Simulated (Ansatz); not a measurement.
Values for one crystal, relaxed and computed with r²SCAN (plane waves, PAW; program Ansatz); other levels are named.

* **Volume per atom**: 15.12 Å³
* **Electronic character**: metallic (no gap)
* **Density of states at the Fermi level**: 0.72 states/eV per atom (mean over ±0.08 eV)
* **Formation energy from the elements (no fitted shifts)**: -0.35 eV/atom

Problem. Pick the material that matches.
A) CaPt5, P6/mmm (Ca on 1a, Pt on 2c, Pt on 3g)
B) ZrPt, Cmcm (Zr on 4c, Pt on 4c)
C) MoPt, Pmma (Mo on 2e, Pt on 2f)
D) Cd3Pt, I4/mmm (Cd on 4d, Cd on 2b, Pt on 2a)

Solution. C, MoPt, Pmma (Mo on 2e, Pt on 2f)

The first step of the workflow began from a Materials Project structure, measured or hypothetical; the Crystallography Open Database copy checked does not list it. With Mo and Pt taken as one species the cell has the higher symmetry P6_3/mmc, so it may be an ordered model of a mixed-site phase. Its standing as an ambient phase is unchecked. The r²SCAN relaxation kept the symmetry of its start; whether a distortion lowers the energy is not shown. No spin polarisation was allowed. The references are the lowest solids computed at this level, not always the standard phases. Spin–orbit coupling is left out wherever it is not named.

Potentials: the later of the program's two PAW sets.
